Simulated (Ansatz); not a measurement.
ZnO:
```
CELL_PARAMETERS angstrom
      3.23490     0.00000     0.00000
     -1.61745     2.80151     0.00000
      0.00000     0.00000     5.21190
ATOMIC_POSITIONS crystal
  Zn 0.66667 0.33333 0.00238
  Zn 0.33333 0.66667 0.50238
  O  0.66667 0.33333 0.62282
  O  0.33333 0.66667 0.12282
```

Relaxed with r²SCAN. Independent-particle spectrum: no excitons, no local fields, no scissors shift; 0.1 eV broadening; ε₁ of the summed bands alone.

Tabulate the dielectric function from DFT-r²SCAN in the program Ansatz with PAW potentials.



```csv
E (eV),ε₁ xx,ε₂ xx,ε₁ zz,ε₂ zz
0.0,4.14,0.00,4.19,0.00
0.3,4.16,0.00,4.21,0.00
0.6,4.24,0.00,4.27,0.00
0.9,4.40,0.00,4.41,0.00
1.2,4.93,0.14,4.78,0.01
1.5,4.74,1.06,5.05,0.91
1.8,4.30,1.24,4.57,1.28
2.1,4.02,1.27,4.24,1.37
2.4,3.84,1.25,4.01,1.39
2.7,3.71,1.22,3.84,1.39
3.0,3.63,1.19,3.71,1.36
3.3,3.57,1.17,3.62,1.34
3.6,3.54,1.15,3.56,1.32
3.9,3.52,1.14,3.52,1.30
4.2,3.52,1.14,3.50,1.29
4.5,3.54,1.15,3.49,1.29
4.8,3.56,1.17,3.50,1.30
5.1,3.60,1.21,3.52,1.32
5.4,3.64,1.26,3.56,1.35
5.7,3.70,1.33,3.61,1.41
6.0,3.77,1.43,3.68,1.48
6.3,3.85,1.58,3.77,1.60
6.6,3.94,1.82,3.88,1.77
6.9,3.88,2.12,4.03,2.07
7.2,3.61,2.65,3.91,2.94
7.5,3.23,2.43,3.01,2.89
7.8,3.00,2.55,2.72,2.60
8.1,2.81,2.34,2.67,2.39
8.4,2.79,2.20,2.70,2.28
8.7,2.85,2.07,2.79,2.25
9.0,3.07,2.06,2.94,2.37
9.3,3.17,2.21,2.86,2.69
9.6,3.28,2.37,2.46,2.81
9.9,3.24,2.53,2.12,2.64
10.2,3.62,2.64,2.27,2.35
10.5,3.92,3.67,2.38,2.25
10.8,3.02,4.23,2.60,2.13
11.1,1.77,4.47,3.13,2.47
11.4,1.99,3.99,3.55,3.37
11.7,1.24,4.48,1.53,3.96
12.0,0.28,3.37,1.67,2.95
```

From ε at 3.2 eV (xx: 3.59 + 1.17i), find n, k, the normal reflectivity and the absorption coefficient.

n = 1.92, k = 0.305, R = 11 %, α = 2kE/ħc = 99000 cm⁻¹.

With all bands, ε∞ without local fields is 4.35 (xx = yy), 4.40 (zz). DFPT, with local fields, gives 4.35 (xx = yy), 4.41 (zz).

Space group P6_3mc (wurtzite). The cell was relaxed with r²SCAN under the symmetry of its start; phonons on a q-mesh show no instability.

Potentials: the later of the program's two PAW sets.
